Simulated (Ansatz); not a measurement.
### Question
Ru (hcp (Mg type), P6_3/mmc) is relaxed with PBEsol in the plane-wave PAW code Ansatz. What lattice parameters of the conventional cell result?

### Answer
a = 2.691 Å, c = 4.251 Å.

The PBEsol relaxation kept the symmetry of its start; of distortions, only those at the zone centre were tested. No spin polarisation was allowed. Axis ratios of metals converge slowly with the k-mesh, so a and c are less sure than the volume.

Potentials: the earlier of the program's two PAW sets.
